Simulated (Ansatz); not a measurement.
## Si2Ge (P-3m1) at 2 levels of theory

One geometry, relaxed with PBE; plane waves with PAW potentials in Ansatz, scalar-relativistic. No spin polarisation. Gaps are the least over mesh and band path; pressure is positive in compression, and isn't given for hybrids.

```cif
data_structure
_symmetry_space_group_name_H-M 'P-3m1'
_symmetry_Int_Tables_number 164
_cell_length_a 3.9300
_cell_length_b 3.9300
_cell_length_c 9.6184
_cell_angle_alpha 90.000
_cell_angle_beta 90.000
_cell_angle_gamma 120.000
_cell_volume 128.65
loop_
_atom_site_label
_atom_site_type_symbol
_atom_site_symmetry_multiplicity
_atom_site_Wyckoff_symbol
_atom_site_fract_x
_atom_site_fract_y
_atom_site_fract_z
_atom_site_occupancy
Si1 Si 2 d 0.33333 0.66667 0.53985 1
Si2 Si 2 d 0.66667 0.33333 0.21420 1
Ge1 Ge 2 c 0.00000 0.00000 0.87071 1
```

```json
{"level": "PBE", "cutoff (eV)": "420", "k mesh": "12×12×4", "gap (eV)": "0.60", "pressure (GPa)": "0.0"}
```

Question: What comes out on the same cell with HSE06?

Answer:
```json
{"level": "HSE06", "cutoff (eV)": "420", "k mesh": "6×6×2", "gap (eV)": "1.26", "pressure (GPa)": "-"}
```

The cell was found from a structure generator's guess, not taken from experiment.
